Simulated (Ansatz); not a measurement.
Pb: from a starting cell to a relaxed one

The start is a relaxed Pb cell, doubled along one cell vector, shaken by Gaussian noise of σ = 0.08 Å a coordinate. The cell and all atomic positions are relaxed at zero pressure with r2SCAN (plane waves to 500 eV, PAW, scalar-relativistic; Ansatz, an electronic-structure program). First-step values are on the input's coarse k-mesh.

Ansatz input (later rounds restart from its end on a renewed k-mesh):
Ansatz 0.2 input:
```yaml
crystal:
  lattice:
    - [-1.7677919078, 1.7677919078, 5.5683958971]
    - [1.7677919078, -1.7677919078, 5.5683958971]
    - [3.5355838156, 3.5355838156, -11.1367917942]
  atoms:
    - { symbol: Pb, position: [0.824575734, 0.8501964235, -0.0252784555] }
    - { symbol: Pb, position: [0.8428149027, 0.8490514241, 0.4926005515] }
    - { symbol: Pb, position: [0.1246334914, 0.1137763686, -0.0169813867] }
    - { symbol: Pb, position: [0.1317900305, 0.1827326014, 0.5043876539] }
basis: { ecutwfc: 500, ecutrho_ratio: 4, xc_grid: 4, fft_grid_basis: typed }
kpoints: { mp_grid: { grid: [10, 10, 7] } }
hamiltonian:
  xc: r2scan
  dispersion: none
  pseudopotentials: { azcp: { folder: ./paw }, kind: paw }
scf: { occupations: { method: fermi_dirac, width: 0.05 } }
relax: { f_tol: 0.01, max_steps: 100, cell: { stress_tol: 0.02 } }
output: { forces: true, stress: true }
```

Task: What is the largest force in the starting geometry, and on which atom (counted from 1)?

Result: 0.75 eV/Å, on Pb3 (atoms numbered as listed).

Task: How much energy is released per atom?

Result: 0.12 eV/atom.

Task: How does the volume per atom move from start to end?

Result: -10.7 %, from 34.80 to 31.08 Å³/atom.

Task: Give the final cell and atomic positions.

Result: 
Space group Fm-3m (No. 225); a = 4.991 Å, b = 4.991 Å, c = 4.991 Å, α = 90.00°, β = 90.00°, γ = 90.00°

| atom | site | symmetry | x | y | z |
|---|---|---|---|---|---|
| Pb | 4a | m-3m | 0.0000 | 0.0000 | 0.0000 |
(The calculation used a cell of 1 atom; values per cell refer to that cell.)

Final values are on a 18×18×18 k-mesh of the relaxed cell. No spin polarisation in the result.

Of the parent cell (I4/mmm (No. 139)): it is a generated cell of Pb: the first start was made by placing the elements on the sites of a structure type, and the end was not matched to a known phase here, so it may be hypothetical. Known forms of Pb include space group No. 225.
